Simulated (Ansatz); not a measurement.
# LaMnSi2 with scf.max_iter changed

Computed with the plane-wave PAW code Ansatz (scalar-relativistic, PAW set soft_2): PBEsol, collinear spin, 420 eV cutoff, k-mesh 8×8×8. These are the settings of the reference run.

Cell:

```yaml
crystal:
  lattice:
    - [2.05372, -8.75766, 0.00000]
    - [2.05372, 8.75766, 0.00000]
    - [0.00000, 0.00000, 3.99091]
  atoms:
    - { symbol: La, position: [0.89677, 0.10323, 0.75000] }
    - { symbol: La, position: [0.10323, 0.89677, 0.25000] }
    - { symbol: Mn, position: [0.24943, 0.75057, 0.75000] }
    - { symbol: Mn, position: [0.75057, 0.24943, 0.25000] }
    - { symbol: Si, position: [0.53669, 0.46331, 0.75000] }
    - { symbol: Si, position: [0.46331, 0.53669, 0.25000] }
    - { symbol: Si, position: [0.68056, 0.31944, 0.75000] }
    - { symbol: Si, position: [0.31944, 0.68056, 0.25000] }
```

The reference run of this cell is solved again as a single point with these keys changed:

| key | reference run | changed run |
| --- | --- | --- |
| scf.max_iter | not typed | 2 |

Task: How far do the results move?

Result: It doesn't converge (2 iterations).
